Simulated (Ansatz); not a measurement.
CaO (rocksalt) at its r2SCAN geometry, in the plane-wave code Ansatz. One r2SCAN run serves as the base. The settings are then varied one at a time, some on purpose to values that make no sense. Doubtful ones may also carry a cap on iterations. All numbers are computed, and spin polarisation is off unless an edit sets a moment.

Base input:
```yaml
crystal:
  lattice:
    - [0.0, 2.3975501188, 2.3975501188]
    - [2.3975501188, 0.0, 2.3975501188]
    - [2.3975501188, 2.3975501188, 0.0]
  atoms:
    - { symbol: Ca, position: [0.0, 0.0, 0.0] }
    - { symbol: O, position: [0.5, 0.5, 0.5] }
kpoints:
  mp_grid: { grid: [6, 6, 6] }
hamiltonian:
  xc: r2scan
scf:
  occupations: { method: fixed }
  n_extra_bands: 4
output:
  forces: true
  stress: true
  eigenvalues: true
```

Base results:
```
Basis set: ecut = 500 eV, 725 PW (Γ)
Symmetry: 48 space group operations
Space group: Fm-3m (ITA 225)
k-points: 16 of 216
SCF converged after 6 iterations
Free energy (F): -2394.094200 eV
Fermi energy:    7.429290 eV
--- Stress (GPa, compression-positive) ---
       -0.017451       0.000000       0.000000
        0.000000      -0.017451       0.000000
        0.000000       0.000000      -0.017451
  P = ⅓ Tr σ = -0.0175 GPa (-0.175 kbar)
--- Band table (eV; the first three rows and the last of 16) ---
  k-point 0: bands = […, -11.4843, -11.4843, -9.0519, 7.4293, 7.4293, 7.4293, 12.9244, 14.2990, 14.2990, 14.2990]
  k-point 1: bands = […, -11.4971, -11.4971, -8.6394, 6.5960, 7.0832, 7.0832, 14.0221, 14.2838, 14.7702, 14.7702]
  k-point 2: bands = […, -11.5223, -11.5223, -8.0161, 5.3399, 6.4899, 6.4899, 14.6141, 15.8565, 15.8565, 15.9871]
  k-point 15: bands = […, -11.9125, -11.8090, -8.4927, 6.2248, 6.3570, 6.6329, 13.0420, 15.7884, 16.5505, 17.6987]
```
The gap over this mesh is 4.199 eV.

Command: `ansatz run input.yaml --threads 4 --pin off --max-ram 3686MiB --backend cpu --events-out ev --progress --plain --runs-dir out`.

Task: Predict the outcome of this edit.
```yaml
scf:
  occupations: { method: cold, width: 0.5 }
```

Result: Energy, stress and gap stay within 1 meV an atom, 0.1 GPa and 0.005 eV of the base.

Task: Predict the outcome of this edit.
```yaml
scf:
  occupations: { method: methfessel_paxton, width: 0.5 }
```

Result: Energy, stress and gap stay within 1 meV an atom, 0.1 GPa and 0.005 eV of the base.

Task: What happens with this change?
```yaml
hamiltonian:
  dispersion: d4
```

Result: The free energy moves by -62 meV an atom, the mean stress by -0.78 GPa and the gap on the mesh by 0.000 eV (to 4.199). A pairwise correction adds to energy, forces and stress and leaves the bands alone.
```
SCF converged after 6 iterations
Free energy (F): -2394.218710 eV
Fermi energy:    7.429290 eV
--- Stress (GPa, compression-positive) ---
       -0.798797       0.000000       0.000000
        0.000000      -0.798797       0.000000
        0.000000       0.000000      -0.798797
  P = ⅓ Tr σ = -0.7988 GPa (-7.988 kbar)
--- Band table (eV; the first three rows and the last of 16) ---
  k-point 0: bands = […, -11.4843, -11.4843, -9.0519, 7.4293, 7.4293, 7.4293, 12.9244, 14.2990, 14.2990, 14.2990]
  k-point 1: bands = […, -11.4971, -11.4971, -8.6394, 6.5960, 7.0832, 7.0832, 14.0221, 14.2838, 14.7702, 14.7702]
  k-point 2: bands = […, -11.5223, -11.5223, -8.0161, 5.3399, 6.4899, 6.4899, 14.6141, 15.8565, 15.8565, 15.9871]
  k-point 15: bands = […, -11.9125, -11.8090, -8.4927, 6.2248, 6.3570, 6.6329, 13.0420, 15.7884, 16.5505, 17.6987]
```
